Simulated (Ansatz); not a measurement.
# Equation of state of nickel, hcp

Computed with Ansatz, DFT, r2SCAN, plane waves (500 eV) with PAW, scalar-relativistic. The PAW files were generated under PBE, with cores re-solved for the functional.

The cell is scaled uniformly from the relaxed one, with fractional coordinates and shape fixed. Energies are extrapolated to zero smearing, pressures are those at the given smearing. Magnetic state: ferromagnetic.

| V (Å³/atom) | E − E₀ (meV/atom) | P (GPa) | sphere moment (μB) |
| --- | --- | --- | --- |
| 9.292 | 126.6 | 37.19 | 0.73 |
| 9.714 | 50.4 | 21.45 | 0.74 |
| 10.136 | 10.9 | 9.09 | 0.74 |
| 10.559 | 0.0 | -0.58 | 0.76 |
| 10.981 | 11.7 | -8.16 | 0.77 |
| 11.403 | 41.1 | -14.05 | 0.79 |
| 11.826 | 84.1 | -18.58 | 0.83 |

Fit a third-order Birch-Murnaghan equation.

V₀ = 10.53 Å³/atom, B₀ = 215 GPa, B₀′ = 5.1.
